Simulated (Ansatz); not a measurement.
**SiGe: two-dimensional strain map**

Theory: DFT r2SCAN, scalar-relativistic, plane waves, PAW in Ansatz. The runs took a 500 eV cutoff, a Γ-centred 12×12×4 mesh and Gaussian smearing (0.05 eV). No spin polarisation. Energies are free energies at this smearing, counted from the undisturbed cell; pressure is positive in compression.

Zero of the scan (as given, not relaxed at this level; it stands at 0.0 GPa, and it needn't be the usual structure):

```xyz
4
Lattice="3.9045 0.0000 0.0000 -1.9522 3.3814 0.0000 0.0000 0.0000 6.4508" Properties=species:S:1:pos:R:3 pbc="T T T"
Si    1.9522    1.1271    5.6419
Si    0.0000    2.2542    2.4165
Ge    1.9522    1.1271    3.2279
Ge    0.0000    2.2542    0.0025
```

The cell is strained by p along both x and y and by q along z, fractional coordinates fixed. Points are written (p, q).

Energy above the undisturbed cell in meV/atom (a dash: not computed):

```
 p \ q  -0.050  -0.025  0.000  0.025  0.050
-0.050   151.1   110.1   93.6   96.5  114.8
-0.025    72.1    34.8   21.8   28.1      ?
 0.000       ?    10.5    0.0    8.7   32.6
 0.025    60.0    27.2   18.4   28.6   53.9
 0.050       ?    76.0   68.3      ?  105.5
```

Task: Fill in the withheld energies.

Result: (-0.025, 0.050): 49.7; (0.000, -0.050): 45.2; (0.050, -0.050): 107.3; (0.050, 0.025): 79.5.